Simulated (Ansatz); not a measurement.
Ti$_{2}$Pd, first-principles data

Ti$_{2}$Pd:
```xyz
3
Lattice="-1.5434 1.5434 4.8953 1.5434 -1.5434 4.8953 1.5434 1.5434 -4.8953" Properties=species:S:1:pos:R:3 pbc="T T T"
Pd     0.0000     0.0000     0.0000
Ti     0.0000     0.0000     3.2874
Ti     0.0000     0.0000     6.5032
```

Space group I4/mmm (No. 139), MoSi2 or CaC2 type; conventional cell a = 3.0869 Å, b = 3.0869 Å, c = 9.7906 Å, α = 90.00°, β = 90.00°, γ = 90.00°.

Method: plane-wave PAW PBEsol (Ansatz code). Geometry: relaxed at this level of theory. Other levels are named where they apply.

Cell and energy:

- Volume per atom = 15.55 Å³
- Density = 7.20 g/cm³
- Formation energy from the elements (no fitted shifts) = -0.46 eV/atom

Electronic structure:

* **Electronic character**: metallic (no gap)
* **Density of states at the Fermi level**: 0.59 states/eV per atom (mean over ±0.08 eV)
* **Gap with spin–orbit coupling**: none (metallic)

Mechanics:

- Bulk modulus (Birch–Murnaghan fit): 155 GPa
- Pressure derivative B′: 4.2

Charges:

* **Bader charges**: Pd -1.37, Ti +0.69 e

The workflow started from an entry of the Crystallography Open Database (COD). Its standing as an ambient phase is unchecked. Symmetry was held in the PBEsol relaxation; whether a distortion lowers the energy is not shown. No spin polarisation was allowed. Axis ratios of metals converge slowly with the k-mesh, so a and c are less sure than the volume. The references are the lowest solids computed at this level, not always the standard phases. Scalar-relativistic: spin–orbit coupling is off unless named, which matters more the heavier the elements.

Potentials: the later of the program's two PAW sets.
